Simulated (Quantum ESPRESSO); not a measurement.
pw.x input (Quantum ESPRESSO 7.5; LDA, PseudoDojo standard norm-conserving files, scalar-relativistic):

```
&CONTROL
  calculation = 'scf'
  pseudo_dir = './pseudo'
  outdir = './out'
  tprnfor = .true.
  tstress = .true.
/
&SYSTEM
  ibrav = 0
  nat = 8
  ntyp = 3
  ecutwfc = 84.0
  ecutrho = 336.0
  occupations = 'smearing'
  smearing = 'fd'
  degauss = 0.002
  nbnd = 56
/
&ELECTRONS
  conv_thr = 8e-10
/
ATOMIC_SPECIES
Mg 24.3050 Mg.upf
S 32.0600 S.upf
Zn 65.3800 Zn.upf
CELL_PARAMETERS angstrom
  5.454800000000   0.000000000000   0.000000000000
  0.000000000000   5.454800000000   0.000000000000
  0.000000000000   0.000000000000   5.454800000000
ATOMIC_POSITIONS crystal
Mg   0.500000000000   0.500000000000   0.500000000000
S   0.756330000000   0.756330000000   0.243670000000
S   0.756330000000   0.243670000000   0.756330000000
S   0.243670000000   0.243670000000   0.243670000000
S   0.243670000000   0.756330000000   0.756330000000
Zn   0.000000000000   0.000000000000   0.500000000000
Zn   0.500000000000   0.000000000000   0.000000000000
Zn   0.000000000000   0.500000000000   0.000000000000
K_POINTS automatic
6 6 6 0 0 0
```

End of the output:

```

[...]
     the Fermi energy is     6.8024 ev
!    total energy              =   -1461.11766971 Ry
     estimated scf accuracy    <          7.1E-10 Ry
     smearing contrib. (-TS)   =      -0.00000000 Ry
     internal energy E=F+TS    =   -1461.11766971 Ry
     The total energy is F=E-TS. E is the sum of the following terms:
     one-electron contribution =   -1223.14318795 Ry
     hartree contribution      =     624.24282616 Ry
     xc contribution           =    -173.71432496 Ry
     ewald contribution        =    -688.50298295 Ry
     convergence has been achieved in   9 iterations
     Forces acting on atoms (cartesian axes, Ry/au):
     atom    1 type  1   force =     0.00000000    0.00000000    0.00000000
     atom    2 type  2   force =     0.00303372    0.00303372   -0.00303372
     atom    3 type  2   force =     0.00303372   -0.00303372    0.00303372
     atom    4 type  2   force =    -0.00303372   -0.00303372   -0.00303372
     atom    5 type  2   force =    -0.00303372    0.00303372    0.00303372
     atom    6 type  3   force =     0.00000000    0.00000000    0.00000000
     atom    7 type  3   force =     0.00000000    0.00000000    0.00000000
     atom    8 type  3   force =     0.00000000    0.00000000    0.00000000
     Total force =     0.010509     Total SCF correction =     0.000043
     Computing stress (Cartesian axis) and pressure
          total   stress  (Ry/bohr**3)                   (kbar)     P=      -33.82
  -0.00022993   0.00000000   0.00000000          -33.82        0.00        0.00
   0.00000000  -0.00022993   0.00000000            0.00      -33.82        0.00
   0.00000000   0.00000000  -0.00022993            0.00        0.00      -33.82
```
In a gapped system the printed Fermi energy is only some level inside the gap.

Geometry of the Materials Project entry, not relaxed at this level.
